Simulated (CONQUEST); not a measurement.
A self-consistent single point of SnO₂ (P4_2/mnm, 6 atoms in the cell; from Materials Project mp-856, changed as shown).

```yaml
crystal:
  lattice:
    - [4.77361, 0.00000, 0.00000]
    - [0.00000, 4.77361, 0.00000]
    - [0.00000, 0.00000, 3.21341]
  atoms:
    - { symbol: Sn, position: [0.50000, 0.50000, 0.50000] }
    - { symbol: Sn, position: [0.00000, 0.00000, 0.00000] }
    - { symbol: O, position: [0.19403, 0.80597, 0.50000] }
    - { symbol: O, position: [0.80597, 0.19403, 0.50000] }
    - { symbol: O, position: [0.69403, 0.69403, 0.00000] }
    - { symbol: O, position: [0.30597, 0.30597, 0.00000] }
```

Level of theory: PBE, numerical atomic orbitals double-zeta with polarisation (the shipped basis), PseudoDojo norm-conserving potentials made for PBE run with CONQUEST 1.3.

CONQUEST settings:

- basis = DZP
- Diag.MPMeshX, Y, Z = 8 8 10
- potentials = PseudoDojo norm-conserving PBE
- Grid.GridCutoff = 175 Ha
- DM.SolutionMethod = diagon
- Diag.kT = 0.001837 Ha
- Diag.GammaCentred = true
- minE.SCTolerance = 1.0e-07
- SC.MaxIters = 100
- SC.LinearMixingFactor = 0.3
- AtomMove.TypeOfRun = static

Question: Estimate, at this level of theory: gap on the k-point mesh and pressure.

Answer: The run gave:

- Gap on the k-point mesh = 0.74 eV
- Pressure = 11.87 GPa

Gaps are taken between levels on the mesh.

For comparison: a first run was changed to give this one (lattice scaled by 1.02), and from it to this one the free energy goes down by 83.8 meV/atom, the pressure goes from 26.92 to 11.87 GPa and the gap on the mesh goes from 1.432 to 0.739 eV.

The program uses no crystal symmetry, so grid and mesh can part values that symmetry would make equal. The atom-centred basis is finite, which shifts total energies, pressures and gaps against plane waves. The structure comes from a collection of computed structures, made at another level of theory; the collection holds predicted forms beside known ones. Its lattice was then scaled.

Cost on one core: about 9 core-minutes (a rough figure).
